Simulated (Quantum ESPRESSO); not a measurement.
Inputs of pw.x and gipaw.x (a modified build of Quantum ESPRESSO, PBE) for SiC; the starting potential comes from an earlier run on another mesh:

```
&CONTROL
  calculation = 'scf'
  prefix = 'x'
  pseudo_dir = './pseudo'
  outdir = './out'
  tprnfor = .true.
/
&SYSTEM
  ibrav = 0
  nat = 2
  ntyp = 2
  ecutwfc = 40
  ecutrho = 160
  occupations = 'fixed'
  nbnd = 4
/
&ELECTRONS
  conv_thr = 1e-11
  startingpot = 'file'
/
ATOMIC_SPECIES
Si 28.085 Si.GGA_PBE-JTH.UPF
C 12.011 C.GGA_PBE-JTH.UPF
CELL_PARAMETERS angstrom
    0.000000000000     2.198764950000     2.166110025000
    2.166110025000     0.000000000000     2.166110025000
    2.166110025000     2.198764950000     0.000000000000
ATOMIC_POSITIONS crystal
Si     0.250000000000     0.250000000000     0.250000000000
C      0.000000000000     0.000000000000     0.000000000000
K_POINTS automatic
10 10 10 1 1 1
```

```
&INPUTGIPAW
  job = 'nmr'
  prefix = 'x'
  tmp_dir = './out/'
  restart_mode = 'from_scratch'
  pawproj(1) = .true.
  pawproj(2) = .true.
  use_nmr_macroscopic_shape = .false.
/
```

The cell was made here from a computed Materials Project entry: strained by +1 % along the cube axis and by -0.5 % across it, atoms relaxed (PBE without dispersion, pw.x of Quantum ESPRESSO, symmetry kept). The parent is SiC in F-43m. Stability against distortions was not tested.

### Question
Give the final section of the GIPAW output.

### Answer
```
     Total NMR chemical shifts in ppm: ---------------------------------------
     (adopting the Simpson convention for anisotropy and asymmetry)-----------

     Atom  1  Si  pos: (  0.350899  0.356188  0.350899)  Total sigma:         358.69
           362.2465          0.0000         -0.0000
             0.0000        351.5878         -0.0000
             0.0000         -0.0000        362.2465

     Si      1    anisotropy:    -10.66    eta:    0.0000
     Si      1    sigma_11=    362.25
     Si      1    sigma_22=    362.25
     Si      1    sigma_33=    351.59

     Atom  2  C   pos: (  0.000000  0.000000  0.000000)  Total sigma:         141.73
           144.2702         -0.0000          0.0000
             0.0000        136.6506         -0.0000
             0.0000         -0.0000        144.2702

     C       2    anisotropy:     -7.62    eta:    0.0000
     C       2    sigma_11=    144.27
     C       2    sigma_22=    144.27
     C       2    sigma_33=    136.65
```
The printed anisotropy is 3/2 (σ_33 − σ_iso) in the program's own order; the axes are left out here. Anisotropies that symmetry doesn't fix are less certain than the isotropic values. These are absolute shieldings with no macroscopic susceptibility term; δ = σ_ref − σ needs a reference computed alike. By our sweeps, such settings leave a few ppm in absolute σ. The datasets of Si hold no d projectors, which limits absolute σ on these atoms. Static lattice: thermal averaging is not included.
